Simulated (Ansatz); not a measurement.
The start is a randomly generated symmetric cell of YMnO3 (space group No. 191). The structure is fully relaxed (lattice and positions, P = 0) with r2SCAN (plane waves to 500 eV, PAW, scalar-relativistic; Ansatz, a quantum-chemistry and plane-wave program). The first steps use a coarse 8×8×4 k-mesh.

Initial structure:
```
YMnO3
1.0
    3.48345     0.00000     0.00000
   -1.74172     3.01676     0.00000
    0.00000     0.00000     5.85377
Mn O Y
1 3 1
Direct
  0.00000   0.00000   0.00000
  0.50000   0.00000   0.00000
  0.00000   0.50000   0.00000
  0.50000   0.50000   0.00000
  0.00000   0.00000   0.50000
```
Spin-polarised start, with parallel moments on Mn.

### Question
How large is the pressure on the unrelaxed cell, and of which sign?

### Answer
+75 GPa (positive: the cell is compressed).

### Question
How much energy is released per atom?

### Answer
1.11 eV/atom.

### Question
How does the volume change?

### Answer
+30.2 %, from 12.30 to 16.01 Å³/atom.

### Question
How do the shortest distances between atoms change?

### Answer
The closest pairs of elements (up to four, under 3.6 Å), start → end: Mn–O 1.74 → 2.03 Å; O–O 1.74 → 2.03 Å; Mn–Y 2.93 → 2.80 Å; O–Y 3.41 → 3.46 Å.

### Question
Is the relaxed structure metallic? Give its gap.

### Answer
No gap (metallic).

### Question
What magnetic moments remain?

### Answer
Net 0.59 μB/atom, ferrimagnetic.

The space group stays P6/mmm (No. 191) (the run could not lower it), with 5 atoms in the primitive magnetic cell. Final values are on a 13×13×9 k-mesh of the relaxed cell. Spin state reached: ferrimagnetic (net 0.59 μB/atom), from parallel starting moments; other spin orders were not run from this start. r2SCAN tends to overstate moments in metals. No Hubbard U is applied. A magnetic insulating state can be missed without it.

The run could not lose the symmetry of its start: the end is stationary, and may be a saddle point rather than a minimum.

All atoms sit on sites fixed by symmetry, so only the cell could relax.

The relaxed structure here is a generated cell of YMnO3: the first start was made by a random draw of sites in a space group, and the end was not matched to a known phase here, so it may be hypothetical.
